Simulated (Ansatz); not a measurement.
A geometry of ScPt away from equilibrium: step 3 of the relaxation of a relaxed ScPt cell displaced along its unstable phonon at q = Γ (89i cm⁻¹), largest move 0.15 Å. Calculation: PBEsol (plane waves to 420 eV, PAW, scalar-relativistic; Ansatz, a first-principles code). Γ-centred k-mesh 8×8×6 on the run's cell (coarser than for final values), Fermi–Dirac smearing 0.05 eV. The plane waves were selected for a different cell earlier on the path.

```
CELL_PARAMETERS angstrom
      4.33369     0.00000     0.00000
     -2.16685     3.75309     0.00000
      0.00000     0.00000     5.40129
ATOMIC_POSITIONS crystal
  Sc 0.33333 0.66667 0.66419
  Sc 0.66667 0.33333 0.33581
  Pt 0.33333 0.66667 0.16161
  Pt 0.66667 0.33333 0.83839
```

What forces act on the atoms (eV/Å)?


```tsv
atom	Fx	Fy	Fz
Sc1	0.00	0.00	0.82
Sc2	0.00	0.00	-0.82
Pt3	0.00	0.00	0.54
Pt4	0.00	0.00	-0.54
```

The path ends in P-3m1 (No. 164). No spin polarisation in the result.

The run could not lose the symmetry of its start: the end is stationary, and may be a saddle point rather than a minimum.

The end of the path is a generated cell of ScPt: the first start was made by placing the elements on the sites of a structure type, and the end was not matched to a known phase here, so it may be hypothetical.
